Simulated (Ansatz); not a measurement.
# Stability checks on a candidate for NaTe2

The structure comes from a generated guess, relaxed at this level; another structure or a mixture of phases may lie lower.

Method: DFT PBE, scalar-relativistic, plane waves, PAW (Ansatz). The final run on the 3-atom cell used 420 eV, a Γ-centred 10×10×10 mesh, 0.10 eV smearing and no spin polarisation.

```yaml
crystal:
  lattice:
    - [4.49677, 0.00000, 0.00000]
    - [0.00000, 4.49677, 0.00000]
    - [0.00000, 0.00000, 4.98947]
  atoms:
    - { symbol: Na, position: [0.00000, 0.00000, 0.50000] }
    - { symbol: Te, position: [0.50000, 0.00000, 0.00000] }
    - { symbol: Te, position: [0.00000, 0.50000, 0.00000] }
```

Energies over the elements count from the elements' standard structures at the same level, with no fitted energy shifts.

Problem. These tests were run: energy against the elements; phonons on a 2×2×2 q mesh; elastic tensor. What do they show?

Solution.

| test | result |
| --- | --- |
| energy against the elements | −0.46 eV/atom |
| phonons on a 2×2×2 q mesh | no imaginary mode on the mesh |
| elastic tensor | least eigenvalue 4 GPa |

It fails none of these tests outright. Whether a mixture of other phases lies lower isn't tested here. Undecided within the accuracy: elastic tensor.

These runs have no spin–orbit coupling, which can matter for Te. An odd number of electrons in the primitive cell allows no gap without spin; a larger cell or a magnetic state could open one. The cell is a metal run without spin; a magnetic state may lie lower. The reference form of Te is held partly by dispersion forces, which this level lacks. The run for the phonons used a 10×10×10 k mesh and Fermi–Dirac smearing of 0.15 eV. The run for the elastic tensor used a 10×10×10 k mesh and Fermi–Dirac smearing of 0.15 eV.
